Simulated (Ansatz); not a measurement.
ZrIr (rock salt, Fm-3m), a = b = c = 5.4279 Å, α = β = γ = 90.00°; the cell used has 2 atoms.

Relaxed with PBE.

Q: Which orbitals make up the states near the Fermi level in plane-wave PAW PBE (Ansatz code)?

A: Within 0.5 eV of the Fermi level: Zr 4d 50 %, Ir 5d 23 %, Zr 5s 13 %, outside the projected shells 9 %. Projections are on Löwdin-orthogonalised atomic valence shells; empty p or d shells of many metals are not among them.

Q: Tabulate the density of states.

A: States/eV per cell of 2 atoms, in 0.25 eV bins, energy from the Fermi level.

| E (eV) | total | Ir 5d | Zr 4d | Zr 5s |
|---|---|---|---|---|
| -7.15 | 0.00 | 0.00 | 0.00 | 0.00 |
| -6.90 | 0.05 | 0.00 | 0.00 | 0.03 |
| -6.65 | 0.10 | 0.00 | 0.00 | 0.06 |
| -6.40 | 0.14 | 0.00 | 0.00 | 0.08 |
| -6.15 | 0.18 | 0.00 | 0.00 | 0.10 |
| -5.90 | 0.22 | 0.01 | 0.01 | 0.12 |
| -5.65 | 0.27 | 0.01 | 0.01 | 0.13 |
| -5.40 | 0.33 | 0.02 | 0.02 | 0.15 |
| -5.15 | 0.39 | 0.03 | 0.03 | 0.16 |
| -4.90 | 0.56 | 0.10 | 0.09 | 0.18 |
| -4.65 | 1.08 | 0.37 | 0.28 | 0.19 |
| -4.40 | 1.57 | 0.62 | 0.45 | 0.20 |
| -4.15 | 2.26 | 0.96 | 0.67 | 0.21 |
| -3.90 | 3.94 | 1.93 | 1.12 | 0.18 |
| -3.65 | 3.25 | 1.84 | 1.10 | 0.09 |
| -3.40 | 3.28 | 1.91 | 1.08 | 0.12 |
| -3.15 | 4.14 | 2.67 | 1.14 | 0.19 |
| -2.90 | 4.60 | 3.33 | 0.98 | 0.11 |
| -2.65 | 3.40 | 2.58 | 0.65 | 0.05 |
| -2.40 | 3.98 | 3.24 | 0.51 | 0.05 |
| -2.15 | 3.18 | 2.55 | 0.43 | 0.03 |
| -1.90 | 2.77 | 2.12 | 0.43 | 0.03 |
| -1.65 | 3.47 | 2.77 | 0.45 | 0.04 |
| -1.40 | 3.63 | 3.02 | 0.35 | 0.05 |
| -1.15 | 1.20 | 1.12 | 0.04 | 0.01 |
| -0.90 | 0.60 | 0.24 | 0.24 | 0.06 |
| -0.65 | 1.15 | 0.31 | 0.57 | 0.16 |
| -0.40 | 1.16 | 0.27 | 0.57 | 0.19 |
| -0.15 | 0.97 | 0.25 | 0.43 | 0.15 |
| 0.10 | 1.04 | 0.24 | 0.49 | 0.13 |
| 0.35 | 1.19 | 0.23 | 0.68 | 0.11 |
| 0.60 | 1.37 | 0.23 | 0.89 | 0.07 |
| 0.85 | 1.38 | 0.22 | 0.95 | 0.03 |
| 1.10 | 1.36 | 0.23 | 0.95 | 0.01 |
| 1.35 | 2.09 | 0.45 | 1.30 | 0.02 |
| 1.60 | 2.22 | 0.51 | 1.37 | 0.02 |
| 1.85 | 2.18 | 0.47 | 1.40 | 0.02 |
| 2.10 | 2.41 | 0.44 | 1.67 | 0.02 |
| 2.35 | 1.72 | 0.31 | 1.19 | 0.02 |
| 2.60 | 1.69 | 0.24 | 1.31 | 0.01 |
| 2.85 | 3.35 | 0.40 | 2.82 | 0.02 |
| 3.10 | 3.79 | 0.51 | 3.03 | 0.11 |
| 3.35 | 3.07 | 0.56 | 2.19 | 0.16 |
| 3.60 | 2.89 | 0.60 | 1.87 | 0.15 |
| 3.85 | 1.53 | 0.20 | 0.89 | 0.10 |
| 4.10 | 0.92 | 0.11 | 0.48 | 0.10 |
| 4.35 | 0.92 | 0.10 | 0.43 | 0.23 |
| 4.60 | 1.54 | 0.13 | 0.56 | 0.38 |
| 4.85 | 1.25 | 0.11 | 0.41 | 0.24 |

The start of the workflow was typed in or built on a structure type; neither database checked (COD, Materials Project) lists it. COD files the formula under space group No. 221. Its standing as an ambient phase is unchecked. Symmetry was held in the PBE relaxation; its stability against distortions is not shown here. The run is not spin-polarised. Spin–orbit coupling is left out wherever it is not named.

Potentials: the later of the program's two PAW sets.
